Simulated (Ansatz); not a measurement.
CsCaH$_{3}$:
```cif
data_H3CaCs
_chemical_formula_sum 'Cs1 Ca1 H3'
_space_group_name_H-M_alt 'Pm-3m'
_space_group_IT_number 221
_space_group_name_Hall '-P 4 2 3'
_cell_length_a 4.46808
_cell_length_b 4.46808
_cell_length_c 4.46808
_cell_angle_alpha 90.000
_cell_angle_beta 90.000
_cell_angle_gamma 90.000
loop_
_atom_site_label
_atom_site_type_symbol
_atom_site_symmetry_multiplicity
_atom_site_Wyckoff_symbol
_atom_site_fract_x
_atom_site_fract_y
_atom_site_fract_z
_atom_site_occupancy
Cs1 Cs 1 a 0.00000 0.00000 0.00000 1
Ca1 Ca 1 b 0.50000 0.50000 0.50000 1
H1 H 3 c 0.00000 0.50000 0.50000 1
```

Relaxed with LDA.

### Question
Give the optical modes at the zone centre with their infrared and Raman activity from DFPT, the program Ansatz at the LDA level (PAW).

### Answer
Transverse frequencies, without the LO–TO term; a row sums one degenerate level.

```csv
ω (cm⁻¹),degeneracy,IR ((D/Å)²/amu),Raman (Å⁴/amu),activity,symmetry
117,3,0.19,0,IR,T1u
434,3,0.00,0,silent,T2u
463,3,144.05,0,IR,T1u
1111,3,71.82,0,IR,T1u
```

### Question
How high does the top mode go among those that the LO–TO term moves?

### Answer
1196 cm⁻¹ for q along x.

The first step of the workflow began from a Materials Project structure, measured or hypothetical; the Crystallography Open Database copy checked does not list it. Its standing as an ambient phase is unchecked. The LDA relaxation kept the symmetry of its start; phonons on a q-mesh show no instability. Spin–orbit coupling is left out wherever it is not named.

Potentials: the later of the program's two PAW sets.
